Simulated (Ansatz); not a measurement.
ZnSnAs2 (chalcopyrite, I-42d), PBE (plane waves, PAW; program Ansatz), all energies at zero smearing, with the estimated change up to a 700 eV cutoff added, with one set of potentials and settings (totals compare only within such a set). Cell of 8 atoms (2 Sn, 4 As, 2 Zn): -38112.570 eV.

```tsv
element	reference phase	E (eV/atom)
Sn	Fd-3m, 2 atoms in the cell	-6024.2128
As	R-3m, 2 atoms in the cell	-4856.1377
Zn	C2/m, 3 atoms in the cell	-3319.0295
```

Formation energy per atom, worked out: (-38112.570 − 2×(-6024.2128) − 4×(-4856.1377) − 2×(-3319.0295))/8 = -0.192 eV/atom (-19 kJ per mol of atoms), at 0 K, without zero-point energy or fitted corrections.

The workflow started from an entry of the Crystallography Open Database (COD). Its standing as an ambient phase is unchecked. The PBE relaxation kept the symmetry of its start; its stability against distortions is not shown here. The references are the lowest solids computed at this level, not always the standard phases. Scalar-relativistic: spin–orbit coupling is off unless named, which matters more the heavier the elements.

Potentials: the later of the program's two PAW sets.
